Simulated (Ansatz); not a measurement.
Single point in Ansatz 0.2.0 with r2SCAN, no spin polarisation. Cutoff 500 eV, PAW datasets, 8×8×8 Γ-centred k mesh, fermi-dirac filling (width 0.1 eV).

Computed maps in the lattice plane spanned by a (left to right, 4.06 Å, 12 points from zero) and c (bottom to top, 5.53 Å, 17 points from zero), 112° apart, at height 0.711 along b. The fields are smooth PAW ones with compensation charges, not the true ones near nuclei.

Valence density. Digits on a logarithmic scale: 0 up to 0.03 e/Å³, each further digit a factor of 1.6, 9 from 1.3 e/Å³ up:
```
444444555444
333346787643
333469999743
333599999743
334799999643
334799998533
444799996444
554578754555
654444445666
765433456898
764434568999
754444579999
654445689998
544445679986
544445567765
444444555554
444444455444
```

Problem. The cell is Lu₂AlGe₂. Which atoms lie within 0.2 Å of this plane, and where (fractions of a and c)?

Solution. Lu at (0.50, 0.71), Ge at (0.79, 0.29). The whole cell:
```xyz
5
Lattice="0.0000 0.0000 4.0612 4.2714 -2.8736 2.0306 4.2714 2.8736 -2.0306" Properties=species:S:1:pos:R:3 pbc="T T T"
Lu    6.0750    0.0000    2.0306
Lu    2.4677    0.0000    2.0306
Ge    4.2714   -1.2109    4.0612
Ge    4.2714    1.2109    0.0000
Al    0.0000    0.0000    0.0000
```

Origin: a known structure type with other elements, at an estimated volume, so it need not be a known compound.
